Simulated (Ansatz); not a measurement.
Here is the system:

Sb:
```yaml
crystal:
  lattice:
    - [0.00000, 3.47159, 3.47159]
    - [3.47159, 0.00000, 3.47159]
    - [3.47159, 3.47159, 0.00000]
  atoms:
    - { symbol: Sb, position: [0.00000, 0.00000, 0.00000] }
    - { symbol: Sb, position: [0.25000, 0.25000, 0.25000] }
```

This is the r²SCAN-relaxed structure.

Problem. All from r²SCAN in the plane-wave PAW code Ansatz, unless another level is named. Estimate the electronic character.

Solution. metallic (no gap).

Problem. Predict the density of states at the Fermi level.

Solution. 0.55 states/eV per atom (mean over ±0.08 eV).

Problem. What about the gap with spin–orbit coupling?

Solution. none (metallic).

Space group Fd-3m (diamond). The start of the workflow was typed in or built on a structure type; neither database checked (COD, Materials Project) lists it. It is not the phase usual at ambient conditions (space group No. 166). Symmetry was held in the r²SCAN relaxation. At this level the phase is mechanically unstable. Spin–orbit coupling is left out wherever it is not named.

Potentials: the later of the program's two PAW sets.
